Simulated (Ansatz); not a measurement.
**From the elastic tensor of AlGaN$_{2}$ at 7 GPa (stress–strain coefficients) to moduli and sound speeds**

These are results of DFT PBEsol, scalar-relativistic, plane waves, PAW in Ansatz, not measurements. Plane waves to 420 eV; Γ-centred k mesh 8×8×6; fixed occupations. No spin polarisation.

Symmetry: P-4m2, No. 115, tetragonal system. The conventional cell has a = 3.108 Å, b = 3.108 Å, c = 4.372 Å, α = 90.00°, β = 90.00°, γ = 90.00°. Al (site symmetry -4m2) has 4 N at 1.87 Å as nearest neighbours. Ga (site symmetry -4m2) is surrounded by 4 N at 1.93 Å. N (site symmetry 2mm) is surrounded by 2 Al at 1.87 Å and 2 Ga at 1.93 Å.

Other phases may be more stable at this pressure.

Relaxed-ion constants (GPa, on the Cartesian axes of the calculation):
```
414.2  75.3 182.0   0.0   0.0   0.0
 75.3 414.2 182.0   0.0   0.0   0.0
182.2 182.2 298.5   0.0   0.0   0.0
  0.0   0.0   0.0 166.6   0.0   0.0
  0.0   0.0   0.0   0.0 166.6   0.0
  0.0   0.0   0.0   0.0   0.0  62.5
```

Density 4.903 g/cm³; 4 atoms in 42.24 Å³.

The values that follow are for a polycrystal of randomly turned grains, by Hill's mean where one number stands. In a crystal this anisotropic the Voigt and Reuss bounds lie far apart, so Hill's mean and the sound speeds and Debye temperature from it are rough.

With S = C⁻¹: B_V = (C11+C22+C33+2(C12+C13+C23))/9, G_V = (C11+C22+C33−C12−C13−C23+3(C44+C55+C66))/15, 1/B_R = S11+S22+S33+2(S12+S13+S23), 15/G_R = 4(S11+S22+S33−S12−S13−S23)+3(S44+S55+S66); Hill is their mean. Then v_l = √((B+4G/3)/ρ), v_t = √(G/ρ), v_m = [(2/v_t³+1/v_l³)/3]^(−1/3) and Θ = (ħ/k_B)·v_m·(6π²n/V)^(1/3) for n atoms in the volume V; E = 9BG/(3B+G), ν = (3B−2G)/(2(3B+G)) and A^U = 5G_V/G_R + B_V/B_R − 6.

* Bulk modulus, Voigt / Reuss / Hill: 222.9 / 222.8 / 222.9 GPa
* Shear modulus, Voigt / Reuss / Hill: 125.0 / 98.7 / 111.8 GPa
* Young's modulus: 287 GPa
* Poisson ratio: 0.285
* Pugh ratio B/G: 1.99
* Universal anisotropy index: 1.33
* Longitudinal and transverse sound speeds: 8710 and 4776 m/s
* Debye temperature from the mean sound speed: 723 K

Whether AlGaN2 exists in this form wasn't checked.

Cost: 1 run of about 3.6 core-minutes, on Intel Xeon Platinum 8488C (Sapphire Rapids) (shared hosts).